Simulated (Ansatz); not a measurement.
Relaxed-ion elastic tensor of Na (hcp (Mg type), space group No. 194) in GPa (Voigt order), PBEsol in the plane-wave PAW code Ansatz; density 1.05 g/cm³, 36.37 Å³ per atom.

```
12.6   7.8   3.4   0.0   0.0   0.0
 7.8  12.6   3.4   0.0   0.0   0.0
 3.4   3.4  16.2   0.0   0.0   0.0
 0.0   0.0   0.0   2.5   0.0   0.0
 0.0   0.0   0.0   0.0   2.5   0.0
 0.0   0.0   0.0   0.0   0.0   2.4
```

Question: Is the crystal mechanically stable?

Answer: Yes: the smallest eigenvalue of C is 2.4 GPa.

Question: Work out the Voigt, Reuss and Hill averages.

Answer: K_V = 7.8, K_R = 7.8, K_H = 7.8; G_V = 3.3, G_R = 2.8, G_H = 3.0 GPa.

Question: Give Young's modulus, Poisson's ratio, Pugh's ratio and the universal anisotropy index.

Answer: E = 9KG/(3K + G) = 8.0 GPa; ν = 0.33; K/G = 2.60 (ductile by the Pugh limit of 1.75); A_U = 5G_V/G_R + K_V/K_R − 6 = 0.85.

Question: Estimate the sound speeds and the Debye temperature.

Answer: v_l = √((K + 4G/3)/ρ) = 3360 m/s, v_t = √(G/ρ) = 1690 m/s, mean 1900 m/s; Θ = (h/k)(3n/4πV)^(1/3) v_m = 171 K.

Question: Solve the Christoffel equation for the three sound speeds along x, y, z.

Answer: Eigenvalues of C_ijkl n_j n_l equal ρv². In km/s, slowest first: x 1.51, 1.53, 3.46; y 1.51, 1.53, 3.46; z 1.53, 1.53, 3.93.

Question: How much does each axis shrink under pressure?

Answer: Linear compressibilities β_i = Σ_j S_ij (j = 1 to 3): x 42, y 42, z 44 per TPa.

Space group P6_3/mmc (hcp (Mg type)). The workflow started from a Materials Project entry (that database holds measured and hypothetical structures alike); the Crystallography Open Database files this formula in space group No. 194, but the cells were not matched. It is not the phase usual at ambient conditions (space group No. 229). Symmetry was held in the PBEsol relaxation; of distortions, only those at the zone centre were tested. As this level gives no gap, shear constants depend on the k-mesh and smearing (Fermi–Dirac, 0.1 eV here).

Potentials: the earlier of the program's two PAW sets.
